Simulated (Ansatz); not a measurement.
Input:

Starting cell, PbF2 (fluorite):

```yaml
crystal:
  lattice:
    - [0.00000, 3.00038, 3.00038]
    - [3.00038, 0.00000, 3.00038]
    - [3.00038, 3.00038, 0.00000]
  atoms:
    - { symbol: Pb, position: [0.00000, 0.00000, 0.00000] }
    - { symbol: F, position: [0.75000, 0.75000, 0.75000] }
    - { symbol: F, position: [0.25000, 0.25000, 0.25000] }
```

Scan: atom 1 (Pb, nearest neighbour F at 2.598 Å; its periodic images, 4.2 Å or more away, move with it) is displaced along Cartesian x, direction (1.000, 0.000, 0.000) in Cartesian axes, by s. The other atoms stay.

Computed with PBE (plane waves to 420 eV, PAW, scalar-relativistic; Ansatz, an electronic-structure program). k mesh 8×8×8 (Γ-centred), Fermi-Dirac smearing 0.05 eV. The energy includes the smearing's −TS. PbF2 was relaxed with its symmetry unable to fall. Spin-orbit coupling is left out, though Pb is heavy. The zero of ΔE is the undisplaced structure.

The scan covers s from -0.260 to 0.260 Å in 11 points.

Q: Is this a single well or a double well?

A: A single well with its minimum at or next to zero displacement.

Q: Is the energy the same for equal positive and negative displacements?

A: Even: the same for both signs. With its periodic images moving along, the atom's site symmetry in this cell is m-3m.

Q: What force acts on the atom along the line at s = -0.260 Å?

A: 0.378 eV/Å.

Q: What is the energy change at s = 0.260 Å?

A: 42.5 meV/cell.

Q: What is the force constant k = d²E/ds² of this move at s = 0?

A: 1.05 eV/Å².

(For displaced atoms, the force is minus the slope of the energy, and its curvature is a force constant, which sets phonon frequencies.)
